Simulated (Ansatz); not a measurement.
Values for one crystal, relaxed and computed with DFT-r²SCAN in the program Ansatz with PAW potentials; other levels are named.

| Item | Value |
|---|---|
| Volume per atom | 23.63 Å³ |
| Electronic character | metallic (no gap) |
| Density of states at the Fermi level | 0.50 states/eV per atom (mean over ±0.08 eV) |
| Formation energy from the elements (no fitted shifts) | -0.63 eV/atom |

**Question.** Which of these materials gives this?
A. PmIn3, Cu3Au type
B. In3Pd5, Pbam (Pearson symbol oP16)
C. Y11In9Ni4, Cmmm (Pearson symbol oS48)
D. LaInPt4, F-43m (La on 4a, In on 4d, Pt on 16e)

**Answer.** C, Y11In9Ni4, Cmmm (Pearson symbol oS48)

The workflow started from a Materials Project entry (that database holds measured and hypothetical structures alike); the Crystallography Open Database copy checked does not list it. Whether it is the stable phase at ambient conditions was not checked. The r²SCAN relaxation kept the symmetry of its start; its stability against distortions is not shown here. No spin polarisation was allowed. The references are the lowest solids computed at this level, not always the standard phases. Spin–orbit coupling is left out wherever it is not named.

Potentials: the later of the program's two PAW sets.
